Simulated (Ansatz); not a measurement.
## TePb4Se3 (P4/mmm) at 3 levels of theory

One geometry, relaxed with PBE; plane waves with PAW potentials in Ansatz, scalar-relativistic. No spin polarisation. Gaps are the least over mesh and band path; pressure is positive in compression.

```cif
data_structure
_symmetry_space_group_name_H-M 'P 1'
_symmetry_Int_Tables_number 1
_cell_length_a 4.4693
_cell_length_b 4.4693
_cell_length_c 12.6104
_cell_angle_alpha 90.000
_cell_angle_beta 90.000
_cell_angle_gamma 90.000
_cell_volume 251.89
loop_
_atom_site_label
_atom_site_type_symbol
_atom_site_fract_x
_atom_site_fract_y
_atom_site_fract_z
_atom_site_occupancy
Te1 Te 0.00000 0.00000 0.00000 1
Pb1 Pb 0.00000 0.00000 0.74250 1
Pb2 Pb 0.50000 0.50000 0.00000 1
Pb3 Pb 0.00000 0.00000 0.25750 1
Pb4 Pb 0.50000 0.50000 0.50000 1
Se1 Se 0.50000 0.50000 0.25227 1
Se2 Se 0.00000 0.00000 0.50000 1
Se3 Se 0.50000 0.50000 0.74773 1
```

```tsv
level	cutoff (eV)	k mesh	gap (eV)	pressure (GPa)
PBE	420	8×8×4	0.26	0.0
```

Task: What comes out on the same cell with r2SCAN, PBEsol?

Result:
```tsv
level	cutoff (eV)	k mesh	gap (eV)	pressure (GPa)
r2SCAN	500	8×8×4	0.51	-0.9
PBEsol	420	8×8×4	0.19	-2.5
```

Spin-orbit coupling matters for the bands of heavy elements and is left out.

It was reached by relaxing an invented guess, and it needn't be the stable form of this composition.
